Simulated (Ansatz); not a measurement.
Hf (hcp type), DFT, PBE, all-electron PAW with datasets made for the crystal, scalar-relativistic (Ansatz 0.2.0), on 1 thread of Intel(R) Xeon(R) Platinum 8488C (Sapphire Rapids) (shared host).

Command: `ansatz run input.yaml --threads 1 --pin off --max-ram 2048MiB --backend cpu --events-out ev --progress --plain --runs-dir out`

```yaml
crystal:
  lattice:
    - [2.3434621709, 0.0, 0.0]
    - [-1.1717310854, 2.0294977728, 0.0]
    - [0.0, 0.0, 4.0722109812]
  atoms:
    - { symbol: Hf, position: [0.3333333333, 0.6666666667, 0.25] }
    - { symbol: Hf, position: [0.6666666667, 0.3333333333, 0.75] }
kpoints:
  mp_grid: { grid: [14, 14, 8] }
scf:
  occupations: { method: fermi_dirac, width: 0.05 }
hamiltonian:
  xc: pbe
  pseudopotentials: { kind: all_electron, datasets: crystal }
output:
  forces: true
  stress: true
  eigenvalues: true
```

(1) How large is the problem that the program sets up?

(2) About how long does it take, and how much memory?

Answers

(1) 120 irreducible k-points, 453 plane waves at Γ, 35 bands.

(2) 26 s of wall time for 10 SCF iterations, with a peak of 0.8 GiB. Times on shared machines scatter by tens of per cent.
